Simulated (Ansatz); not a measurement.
Slab of bcc Ba (211), 3 layers

The slab is cut from the bcc crystal, the stable phase, as relaxed on PAW files (63.44 Å³/atom), with 20 Å of vacuum and a dipole correction:

```
Ba
1.0
     4.35177    0.00000    0.00000
     0.00000    7.10642    0.00000
     0.00000    0.00000   24.10290
Ba
3
Direct
  0.83333 0.00000 0.41489
  0.50000 0.50000 0.50000
  0.16667 0.00000 0.58511
```

All numbers are PBE results (scalar-relativistic) from Ansatz 0.2.0, with a Γ-centred 9×5×1 k mesh, Fermi–Dirac smearing of 0.05 eV, no spin polarisation. Methods: LAPW: all electrons, basis error target 1 meV/atom; PAW: frozen-core files, cutoff 420 eV.

The bulk energy comes from a cell in the slab's orientation on a 9×5×3 mesh. The surface energy is (E(slab) − N·E(bulk))/2A at zero smearing, the mean of both faces; thin slabs carry quantum-size effects.

Spin–orbit coupling is left out, which matters for the heavy atoms. The cell is 1×1, so reconstructions are forbidden, and in slabs of four or five layers the relaxations can be far larger than at a real surface.

**Question.** As cut, the LAPW slab lies 1.506 eV above 3 atoms of bulk. What surface energy is that?

**Answer.** Over two faces of 30.93 Å² it is 24.4 meV/Å², and times 16.02 J/m² per eV/Å² that gives γ = 0.390 J/m².

**Question.** What do relaxation and the other method give, and what work function comes out?

**Answer.** 

```
method  γ as cut (J/m²)  γ relaxed (J/m²)  Φ as cut (eV)  Φ relaxed (eV)
  LAPW            0.390             0.381           2.34            2.40
   PAW            0.390             0.380           2.34            2.40
```

**Question.** How do the spacings between the planes relax?

**Answer.** From the bottom face up: d12 -1.7 % of 2.051 Å, d23 -1.7 % of 2.051 Å.

**Question.** What changes if the images along the normal are cut off in place of the dipole correction?

**Answer.** LAPW then gives: no gap, work function 2.40 eV; PAW: no gap, work function 2.40 eV.
